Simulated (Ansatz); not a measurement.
One crystal and one scan (energy over volume and axial ratio) at two levels, PBE-D3(BJ) (plane waves to 420 eV, PAW, scalar-relativistic; Ansatz, an electronic-structure program) and r2SCAN+rVV10 (plane waves to 500 eV, PAW, scalar-relativistic; Ansatz), each from its own relaxed cell and on its own mesh. The cell shown is that of PBE-D3(BJ).

MoS2 (2H-MoS2 type, space group P6_3/mmc)

```yaml
crystal:
  lattice:
    - [3.14937, 0.00000, 0.00000]
    - [-1.57469, 2.72744, 0.00000]
    - [0.00000, 0.00000, 12.09029]
  atoms:
    - { symbol: Mo, position: [0.33333, 0.66667, 0.25000] }
    - { symbol: Mo, position: [0.66667, 0.33333, 0.75000] }
    - { symbol: S, position: [0.33333, 0.66667, 0.62049] }
    - { symbol: S, position: [0.66667, 0.33333, 0.12049] }
    - { symbol: S, position: [0.66667, 0.33333, 0.37951] }
    - { symbol: S, position: [0.33333, 0.66667, 0.87951] }
```

Grid over V/V₀ and (c/a)/(c/a)₀, subscript 0 meaning the relaxed cell; the conventional c axis lies along z; no internal relaxation.

The energy includes the smearing's −TS. MoS2 is run without spin polarisation. MoS2 was relaxed with its symmetry unable to fall. As the atoms are clamped, bonds stretch with the cell, which overstates energies and stresses. Percentages come from the unrounded values. Both scans cover V/V₀ from 0.960 to 1.040 and (c/a)/(c/a)₀ from 0.960 to 1.040.

| quantity | PBE-D3(BJ) | r2SCAN+rVV10 | PBE-D3(BJ) − r2SCAN+rVV10 |
|---|---|---|---|
| Lattice constant a (Å) | 3.149 | 3.173 | -0.024 (-0.7 %) |
| Lattice constant c (Å) | 12.09 | 12.44 | -0.35 (-2.8 %) |
| Relaxed volume (Å³/atom) | 17.31 | 18.07 | -0.76 (-4.2 %) |
| Band gap of the relaxed cell, no spin-orbit coupling (eV) | 0.78 | 1.01 | -0.23 (-23 %) |
| Modulus against c/a change at fixed volume, (3/4V)·∂²E/∂(ln c/a)² (fit, atoms clamped) (GPa) | 95 | 95 | 0 |

PBE-D3(BJ) gives the lower value for: lattice constant a; lattice constant c; relaxed volume; band gap of the relaxed cell, no spin-orbit coupling. They agree on: modulus against c/a change at fixed volume (within 1.5 %).

(Under strain, the slope of the energy per volume gives the stress and its curvature an elastic modulus.)
